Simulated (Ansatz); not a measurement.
Relaxed C (diamond):

```
C
1.0
    0.00000     3.56028     3.56028
    1.78014     0.00000     1.78014
    1.78014     1.78014     0.00000
C
4
Direct
  0.25000   0.50000   0.50000
  0.75000   0.50000   0.50000
  0.37500   0.75000   0.75000
  0.87500   0.75000   0.75000
```

In each cell atom 3 (C, nearest neighbour C at 1.542 Å; its periodic images, 2.5 Å or more away, move with it) moves by s·(0.707, 0.707, 0.000) (along Cartesian [110]), the rest being held.

Calculation: r2SCAN (plane waves to 500 eV, PAW, scalar-relativistic; Ansatz, a first-principles code). k mesh 13×13×13 (Γ-centred), Fermi-Dirac smearing 0.05 eV. Stress and pressure are positive under compression. F∥ is the force on the atom along that direction. F⊥ is the part of the force across the line. C was relaxed with its symmetry unable to fall. 

```json
[
 {"s (Å)": "-0.150", "P (GPa)": "4.21", "F∥ (eV/Å)": "5.843", "|F⊥| (eV/Å)": "1.245"},
 {"s (Å)": "-0.120", "P (GPa)": "2.69", "F∥ (eV/Å)": "4.691", "|F⊥| (eV/Å)": "[?]"},
 {"s (Å)": "-0.090", "P (GPa)": "[?]", "F∥ (eV/Å)": "3.527", "|F⊥| (eV/Å)": "0.445"},
 {"s (Å)": "-0.060", "P (GPa)": "[?]", "F∥ (eV/Å)": "2.355", "|F⊥| (eV/Å)": "0.197"},
 {"s (Å)": "-0.030", "P (GPa)": "0.17", "F∥ (eV/Å)": "1.179", "|F⊥| (eV/Å)": "0.049"},
 {"s (Å)": "0.000", "P (GPa)": "0.01", "F∥ (eV/Å)": "0.000", "|F⊥| (eV/Å)": "0.000"},
 {"s (Å)": "0.030", "P (GPa)": "0.17", "F∥ (eV/Å)": "-1.179", "|F⊥| (eV/Å)": "0.049"},
 {"s (Å)": "0.060", "P (GPa)": "[?]", "F∥ (eV/Å)": "-2.355", "|F⊥| (eV/Å)": "0.197"},
 {"s (Å)": "0.090", "P (GPa)": "[?]", "F∥ (eV/Å)": "-3.527", "|F⊥| (eV/Å)": "0.445"},
 {"s (Å)": "0.120", "P (GPa)": "2.69", "F∥ (eV/Å)": "-4.691", "|F⊥| (eV/Å)": "[?]"},
 {"s (Å)": "0.150", "P (GPa)": "4.21", "F∥ (eV/Å)": "-5.843", "|F⊥| (eV/Å)": "1.245"}
]
```

Task: What belongs in the gaps?

Result: 
- -0.120, |F⊥| (eV/Å): 0.793
- -0.090, P (GPa): 1.51
- -0.060, P (GPa): 0.67
- 0.060, P (GPa): 0.67
- 0.090, P (GPa): 1.51
- 0.120, |F⊥| (eV/Å): 0.793

(A displaced cell: forces are minus the slopes of the energy, force constants its curvatures, and phonons follow from these.)
